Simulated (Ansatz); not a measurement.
Method: Ansatz 0.2.0, DFT PBE, scalar-relativistic, plane waves, PAW. Settings: cutoff 420 eV, Γ-centred meshes spaced at most about 0.3 Å⁻¹, and about 0.25 Å⁻¹ or finer for metals (2π included), Gaussian smearing. No spin polarisation in the final relaxations.

These are static total energies at zero pressure.

Compare these two cells of Sc3SiF, each relaxed at this level.

1.

```cif
data_structure
_symmetry_space_group_name_H-M 'Pm-3m'
_symmetry_Int_Tables_number 221
_cell_length_a 5.0622
_cell_length_b 5.0622
_cell_length_c 5.0622
_cell_angle_alpha 90.000
_cell_angle_beta 90.000
_cell_angle_gamma 90.000
_cell_volume 129.72
loop_
_atom_site_label
_atom_site_type_symbol
_atom_site_symmetry_multiplicity
_atom_site_Wyckoff_symbol
_atom_site_fract_x
_atom_site_fract_y
_atom_site_fract_z
_atom_site_occupancy
Sc1 Sc 3 c 0.00000 0.50000 0.50000 1
Si1 Si 1 b 0.50000 0.50000 0.50000 1
F1 F 1 a 0.00000 0.00000 0.00000 1
```

2.

```cif
data_structure
_symmetry_space_group_name_H-M 'P-62m'
_symmetry_Int_Tables_number 189
_cell_length_a 5.9471
_cell_length_b 5.9471
_cell_length_c 3.9763
_cell_angle_alpha 90.000
_cell_angle_beta 90.000
_cell_angle_gamma 120.000
_cell_volume 121.79
loop_
_atom_site_label
_atom_site_type_symbol
_atom_site_symmetry_multiplicity
_atom_site_Wyckoff_symbol
_atom_site_fract_x
_atom_site_fract_y
_atom_site_fract_z
_atom_site_occupancy
Sc1 Sc 3 f 0.62522 0.00000 0.00000 1
Si1 Si 1 b 0.00000 0.00000 0.50000 1
F1 F 1 a 0.00000 0.00000 0.00000 1
```

Question: Which is lower in energy, and by how much?

Answer: Cell 1 is lower, by 135 meV/atom. Cell 1 has the antiperovskite type, space group Pm-3m (No. 221), 25.9 Å³/atom and no gap on its mesh; cell 2 has space group P-62m (No. 189), 24.4 Å³/atom and no gap. Counting Sc or Si atoms around F (for each partner element, those within 1.25 times its shortest distance or 1.15 times the sum of covalent radii, where it is the nearest in units of that sum or under 1.3; a plus sign parts groups by distance over the sum of covalent radii; the shortest distance is added where it exceeds 1.18 times the sum of covalent radii), cell 1 has F 12 from 3.6 Å and cell 2 has F 3+2. The lower one is the more open, so pressure narrows the difference. In cell 1, Sc has 2 Si at 2.53 Å, 4 F at 3.58 Å and 8 Sc at 3.58 Å; Si is surrounded by 6 Sc at 2.53 Å; around F lie 12 Sc at 3.58 Å (long against covalent radii, as for large ions). In cell 2, around Sc lie 1 F at 2.23 Å and 2 Si at 2.99 Å; Si is surrounded by 2 F at 1.99 Å and 6 Sc at 2.99 Å; around F lie 2 Si at 1.99 Å and 3 Sc at 2.23 Å. Both come from invented guesses. A third cell relaxed alike, in P6_3/mmc, lies 0.99 eV/atom below the lower of the two.

Cells relaxed within their symmetry can be saddle points.
